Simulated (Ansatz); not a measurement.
**N: electron density at the nuclei under pressure**

```
CELL_PARAMETERS angstrom
3.62900 0.00000 0.00000
-1.81450 3.14281 0.00000
0.00000 0.00000 5.89000
ATOMIC_POSITIONS crystal
N 0.33333 0.66667 0.25000
N 0.66667 0.33333 0.75000
```

Atoms are numbered in the order listed.

The geometry is COD entry 1539196, unchecked; take it as a test cell.

These are results of Ansatz 0.2.0, DFT, PBEsol, all-electron PAW with datasets made for the crystal, scalar-relativistic, not measurements.

Settings: a Γ-centred 10×10×5 k mesh, Fermi–Dirac smearing of 0.02 eV, cutoff 160 eV (chosen by the program for this cell), no spin polarisation.

The contact density is the mean electron density over the nuclear volume; its changes follow the s electrons' response to bonding and compression. Changes below are taken from the unscaled cell, where it is 1418.1 e/Å³ at N1.

Volumes at which the program chose other datasets or cutoffs are left out.

| V/V(cell) | P (GPa) | Δρ(0) N1 (e/Å³) |
| --- | --- | --- |
| 0.9400 | -8.9 | ? |
| 0.9600 | -8.5 | ? |
| 0.9800 | -8.1 | 0.03 |
| 0.9900 | -7.9 | 0.02 |
| 1.0000 | -7.7 | 0.00 |
| 1.0100 | -7.5 | -0.02 |

**Question.** Fill in "Δρ(0) N1 (e/Å³)" for the row "0.9600".

**Answer.** 0.07.

**Question.** What belongs in the row "0.9400", column "Δρ(0) N1 (e/Å³)"?

**Answer.** 0.11.

The datasets are made afresh for each cell, so very small changes are uncertain.
